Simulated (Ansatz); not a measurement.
LiPt2:
```xyz
6
Lattice="0.0000 3.6898 3.6898 3.6898 0.0000 3.6898 3.6898 3.6898 0.0000" Properties=species:S:1:pos:R:3 pbc="T T T"
Li     3.6898     3.6898     3.6898
Li     5.5347     5.5347     5.5347
Pt     0.9224     0.9224     0.9224
Pt     0.9224     2.7673     2.7673
Pt     2.7673     2.7673     0.9224
Pt     2.7673     0.9224     2.7673
```

Relaxed with r²SCAN. Special points in fractions of this cell's reciprocal vectors: Γ (0.000, 0.000, 0.000); X (0.500, 0.000, 0.500); U (0.625, 0.250, 0.625); K (0.375, 0.375, 0.750); L (0.500, 0.500, 0.500); W (0.500, 0.250, 0.750).

Problem. List the band energies nearest the Fermi level at these points for DFT-r²SCAN in the program Ansatz with PAW potentials.

Solution. In eV from the Fermi level; about four levels below and three above (degenerate sets whole), none deeper than 8.9 eV; points with the same levels are listed once.

| k | below | above |
|---|---|---|
| Γ | -1.12 -1.12 -1.12 -0.89 -0.89 | 1.50 1.55 1.55 1.55 |
| X | -1.20 -1.20 -0.95 -0.95 | 2.65 2.65 3.00 3.00 |
| U | -1.34 -1.22 -0.89 -0.54 | 0.67 2.67 3.11 |
| L | -1.21 -1.21 -1.19 -0.91 -0.91 | 1.55 2.22 2.93 2.93 |
| W | -1.27 -1.27 -0.42 -0.42 | 0.90 0.90 5.10 5.10 |

Space group Fd-3m (cubic Laves (MgCu2 type)). The workflow started from an entry of the Crystallography Open Database (COD). Whether it is the stable phase at ambient conditions was not checked. The r²SCAN relaxation kept the symmetry of its start; whether a distortion lowers the energy is not shown. The run is not spin-polarised. Scalar-relativistic: spin–orbit coupling is off unless named, which matters more the heavier the elements.

Potentials: the later of the program's two PAW sets.
